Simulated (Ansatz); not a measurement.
The calculation used Ansatz, DFT PBE, scalar-relativistic, plane waves, PAW. Settings: cutoff 420 eV, Γ-centred meshes spaced at most about 0.3 Å⁻¹, and about 0.25 Å⁻¹ or finer for metals (2π included), Gaussian smearing. No spin polarisation in the final relaxations.

All energies are static (0 K, no zero-point motion).

Compare these two cells of GaSb₃, each relaxed at this level.

A.

```
Ga Sb
1.0
     5.02079    0.00000    0.00000
    -2.51040    4.34814    0.00000
     0.00000    0.00000    5.65794
Ga Sb
1 3
Direct
  0.66667 0.33333 0.00000
  0.33333 0.66667 0.00000
  0.00000 0.00000 0.50000
  0.66667 0.33333 0.50000
```

B.

```
Ga Sb
1.0
    -3.02169    3.02169    3.02169
     3.02169   -3.02169    3.02169
     3.02169    3.02169   -3.02169
Ga Sb
1 3
Direct
  0.00000 0.00000 0.00000
  0.00000 0.50000 0.50000
  0.50000 0.00000 0.50000
  0.50000 0.50000 0.00000
```

**Question.** Which is lower in energy, and by how much?

**Answer.** B is lower, by 263 meV/atom. A has space group P-6m2 (No. 187), 30.9 Å³/atom and no gap on its mesh; B has space group Im-3m (No. 229), 27.6 Å³/atom and no gap. Counting Sb atoms around Ga (those within 1.25 times the shortest such distance or 1.15 times the sum of covalent radii), A has Ga 5 and B has Ga 6. A holds Sb–Sb nets (shortest 2.90 Å); B holds Sb–Sb bonds in all directions (shortest 3.02 Å). The denser one is the lower, and pressure would at first widen the difference. Even the lower one lies +0.07 eV/atom against the reference forms of the elements (uncorrected), so neither is stable at this level. Both come from invented guesses.

Spin–orbit coupling, which can matter for Sb, is left out. Cells relaxed within their symmetry can be saddle points.
